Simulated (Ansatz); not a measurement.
Input and steps of a relaxation of cell and atoms on Ga2BiSb as one 8-atom ordering (I-42d) on the zincblende lattice (Ansatz, PBE). The starting cell was estimated from covalent radii.

```yaml
crystal:
  lattice:
    - [-3.0423472435, 3.0423472435, 6.084694487]
    - [3.0423472435, -3.0423472435, 6.084694487]
    - [3.0423472435, 3.0423472435, -6.084694487]
  atoms:
    - { symbol: Sb, position: [0.0, 0.0, 0.0] }
    - { symbol: Ga, position: [0.625, 0.625, 0.5] }
    - { symbol: Sb, position: [0.25, 0.75, 0.5] }
    - { symbol: Ga, position: [0.875, 0.375, 0.0] }
    - { symbol: Bi, position: [0.5, 0.5, 0.0] }
    - { symbol: Ga, position: [0.125, 0.125, 0.5] }
    - { symbol: Bi, position: [0.75, 0.25, 0.5] }
    - { symbol: Ga, position: [0.375, 0.875, 0.0] }
kpoints:
  mp_grid: { grid: [6, 6, 6] }
hamiltonian:
  xc: pbe
scf:
  occupations: { method: fermi_dirac, width: 0.02 }
relax:
  f_tol: 0.005
  cell: {}
```

The trajectory has 5 recorded frames, each with positions in Å and forces in eV/Å. Some frames, the last among them, repeat a geometry solved again on a basis re-selected at its cell; pressure is positive in compression.

Step 1: energy 0.0 meV/atom from step 1, largest force component 0.583 eV/Å, pressure +6.35 GPa
```xyz
8
Lattice="-3.0423 3.0423 6.0847 3.0423 -3.0423 6.0847 3.0423 3.0423 -6.0847" Properties=species:S:1:pos:R:3:forces:R:3 pbc="T T T"
Sb    0.0000    0.0000    0.0000    0.0000    0.0000    0.0000
Ga    1.5212    1.5212    4.5635    0.5831    0.0000    0.0000
Sb    3.0423    0.0000    3.0423    0.0000    0.0000    0.0000
Ga   -1.5212    1.5212    7.6059    0.0000    0.5831    0.0000
Bi    0.0000    0.0000    6.0847    0.0000    0.0000    0.0000
Ga    1.5212    1.5212   -1.5212   -0.5831    0.0000    0.0000
Bi    0.0000    3.0423    3.0423    0.0000    0.0000    0.0000
Ga    1.5212   -1.5212    7.6059    0.0000   -0.5831    0.0000
```

Q: How does the relaxation go on, and where does it end?

A:
Step 2: energy -66.2 meV/atom from step 1, largest force component 0.226 eV/Å, pressure -0.88 GPa
```xyz
8
Lattice="-3.1904 3.1904 6.3813 3.1904 -3.1904 6.3813 3.1904 3.1904 -6.3813" Properties=species:S:1:pos:R:3:forces:R:3 pbc="T T T"
Sb    0.0000    0.0000    0.0000    0.0000    0.0000    0.0000
Ga    1.6992    1.5952    4.7860   -0.2259    0.0000    0.0000
Sb    3.1904    0.0000    3.1907    0.0000    0.0000    0.0000
Ga   -1.5952    1.6992    7.9767    0.0000   -0.2259    0.0000
Bi    0.0000    0.0000    6.3813    0.0000    0.0000    0.0000
Ga    1.4911    1.5952   -1.5953    0.2259    0.0000    0.0000
Bi    0.0000    3.1904    3.1907    0.0000    0.0000    0.0000
Ga    1.5952   -1.6992    7.9767    0.0000    0.2259    0.0000
```

Step 3: energy -70.4 meV/atom from step 1, largest force component 0.014 eV/Å, pressure -0.25 GPa
```xyz
8
Lattice="-3.1722 3.1722 6.3434 3.1722 -3.1722 6.3434 3.1722 3.1722 -6.3434" Properties=species:S:1:pos:R:3:forces:R:3 pbc="T T T"
Sb    0.0000    0.0000    0.0000    0.0000    0.0000    0.0000
Ga    1.6559    1.5861    4.7576   -0.0135    0.0000    0.0000
Sb    3.1722    0.0000    3.1717    0.0000    0.0000    0.0000
Ga   -1.5861    1.6559    7.9293    0.0000   -0.0135    0.0000
Bi    0.0000    0.0000    6.3434    0.0000    0.0000    0.0000
Ga    1.5163    1.5861   -1.5859    0.0135    0.0000    0.0000
Bi    0.0000    3.1722    3.1717    0.0000    0.0000    0.0000
Ga    1.5861   -1.6559    7.9293    0.0000    0.0135    0.0000
```

Step 4: energy -70.6 meV/atom from step 1, largest force component 0.000 eV/Å, pressure +0.02 GPa
```xyz
8
Lattice="-3.1652 3.1652 6.3277 3.1652 -3.1652 6.3277 3.1652 3.1652 -6.3277" Properties=species:S:1:pos:R:3:forces:R:3 pbc="T T T"
Sb    0.0000    0.0000    0.0000    0.0000    0.0000    0.0000
Ga    1.6501    1.5826    4.7457    0.0005    0.0000    0.0000
Sb    3.1652    0.0000    3.1638    0.0000    0.0000    0.0000
Ga   -1.5826    1.6501    7.9096    0.0000    0.0005    0.0000
Bi    0.0000    0.0000    6.3277    0.0000    0.0000    0.0000
Ga    1.5151    1.5826   -1.5819   -0.0005    0.0000    0.0000
Bi    0.0000    3.1652    3.1638    0.0000    0.0000    0.0000
Ga    1.5826   -1.6501    7.9096    0.0000   -0.0005    0.0000
```

Step 5: energy -71.2 meV/atom from step 1, largest force component 0.001 eV/Å, pressure +0.01 GPa
```xyz
8
Lattice="-3.1652 3.1652 6.3277 3.1652 -3.1652 6.3277 3.1652 3.1652 -6.3277" Properties=species:S:1:pos:R:3:forces:R:3 pbc="T T T"
Sb    0.0000    0.0000    0.0000    0.0000    0.0000    0.0000
Ga    1.6501    1.5826    4.7457    0.0005    0.0000    0.0000
Sb    3.1652    0.0000    3.1638    0.0000    0.0000    0.0000
Ga   -1.5826    1.6501    7.9096    0.0000    0.0005    0.0000
Bi    0.0000    0.0000    6.3277    0.0000    0.0000    0.0000
Ga    1.5151    1.5826   -1.5819   -0.0005    0.0000    0.0000
Bi    0.0000    3.1652    3.1638    0.0000    0.0000    0.0000
Ga    1.5826   -1.6501    7.9096    0.0000   -0.0005    0.0000
```

The walk took 4 steps, besides SCFs solved again on a fresh basis, and changed the volume by +12.6 %. The last SCF, on a fresh basis, lies 71.2 meV an atom below the first. At the end: space group I-42d (No. 122), tetragonal; conventional cell a = 6.330 Å, c = 12.655 Å, 31.70 Å³ an atom. Around Sb lie 4 Ga at 2.70 Å; around Ga lie 2 Sb at 2.70 Å and 2 Bi at 2.78 Å; around Bi lie 4 Ga at 2.78 Å.

Run as `ansatz run input.yaml --threads 2 --pin off --max-ram 29491MiB --backend cpu --events-out ev --progress --plain --runs-dir out`.

Q: What wall time did it need on 2 threads of AMD EPYC 7R13 Processor (Zen 3), with other jobs on the host, and how much host memory at the peak?

A: About 73 s, with a peak of 0.95 GiB.

All values are calculated for a non-magnetic cell, which may be hypothetical.
